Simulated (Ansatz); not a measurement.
Relaxed Al2Cu (Al2Cu type, space group I4/mcm):

```
Al2Cu
1.0
   -3.02979     3.02979     2.43726
    3.02979    -3.02979     2.43726
    3.02979     3.02979    -2.43726
Al Cu
4 2
Cartesian
  0.95908   3.98888   0.00000
  0.95908   2.07071   2.43726
  2.07071   0.95908   0.00000
  2.07071  -0.95908   2.43726
  0.00000   0.00000   1.21863
  0.00000   0.00000   3.65588
```

Computed with PBE (plane waves to 420 eV, PAW, scalar-relativistic; Ansatz, a program for electronic structure). k mesh 10×10×10 (Γ-centred), Fermi-Dirac smearing 0.05 eV. With partly filled bands, energies and forces of such displacements shift with the k mesh and the smearing. Al2Cu is run without spin polarisation. Al2Cu was relaxed with its symmetry unable to fall.

One atom of the cell was then moved (with its periodic images), all else fixed, and the forces (eV/Å) came out as:

```json
[
 {"atom": "Al1", "Fx": "-0.260", "Fy": "0.446", "Fz": "-0.191"},
 {"atom": "Al2", "Fx": "0.036", "Fy": "-0.043", "Fz": "0.026"},
 {"atom": "Al3", "Fx": "-0.005", "Fy": "-0.032", "Fz": "0.012"},
 {"atom": "Al4", "Fx": "-0.079", "Fy": "-0.073", "Fz": "0.065"},
 {"atom": "Cu5", "Fx": "0.113", "Fy": "-0.125", "Fz": "-0.069"},
 {"atom": "Cu6", "Fx": "0.195", "Fy": "-0.173", "Fz": "0.157"}
]
```

### Question
Which atom was moved, and by which vector (Å)?

### Answer
Al1, by (0.04, -0.08, 0.05), 0.10 Å in all.

(A displaced cell: forces are minus the slopes of the energy, force constants its curvatures, and phonons follow from these.)
